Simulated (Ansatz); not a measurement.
NbInO$_{4}$:
```
NbInO4
1.0
    4.85859     0.00000     0.00000
    0.00000     5.79756     0.00000
   -0.09132     0.00000     5.15250
Nb In O
2 2 8
Cartesian
 -0.06849   4.76416   3.86437
 -0.02283   1.03340   1.28812
  2.36081   1.84847   3.86437
  2.40646   3.94909   1.28812
  1.22489   2.21007   2.06880
  3.54238   3.58750   3.08370
  3.58804   2.21007   0.50745
  1.17923   3.58750   4.64505
  1.00391   5.20248   2.25944
  3.76336   0.59508   2.89306
  3.80902   5.20248   0.31681
  0.95825   0.59508   4.83569
```

Relaxed with r²SCAN. Special points in fractions of this cell's reciprocal vectors: Γ (0.000, 0.000, 0.000); Z (0.000, 0.500, 0.000); D (0.000, 0.500, 0.500); B (0.000, 0.000, 0.500); A (-0.500, 0.000, 0.500); E (-0.500, 0.500, 0.500); C2 (-0.500, 0.500, 0.000); Y2 (-0.500, 0.000, 0.000).

**Question.** List the band energies nearest the valence-band maximum at these points for the program Ansatz at the r²SCAN level (PAW).

**Answer.** In eV from the valence-band maximum; about four levels below and three above (degenerate sets whole), none deeper than 8.9 eV; points with the same levels are listed once.

```csv
k,below,above
Γ,-0.55 -0.51 -0.20 -0.15,4.00 4.47 4.55
Z,-0.61 -0.56 -0.38 -0.08,3.81 4.62 4.71
D,-0.54 -0.54 -0.35 -0.35,4.05 4.05 4.76 4.76
B,-0.43 -0.43 -0.26 -0.26,3.90 3.90 4.53 4.53
A,-0.55 -0.55 -0.19 -0.19,4.31 4.31 4.74 4.74
E,-0.83 -0.83 -0.32 -0.32,4.47 4.47 4.50 4.50
C2,-0.68 -0.53 -0.36 -0.20,4.37 4.45 4.58
Y2,-0.41 -0.30 -0.29 -0.05,4.37 4.40 4.40
```

Space group P2/c. The first step of the workflow began from a Materials Project structure, measured or hypothetical; the Crystallography Open Database files this formula in space group No. 13, but the cells were not matched. Its standing as an ambient phase is unchecked. The r²SCAN relaxation kept the symmetry of its start; its stability against distortions is not shown here. The run is not spin-polarised. Scalar-relativistic: spin–orbit coupling is off unless named, which matters more the heavier the elements.

Potentials: the later of the program's two PAW sets.
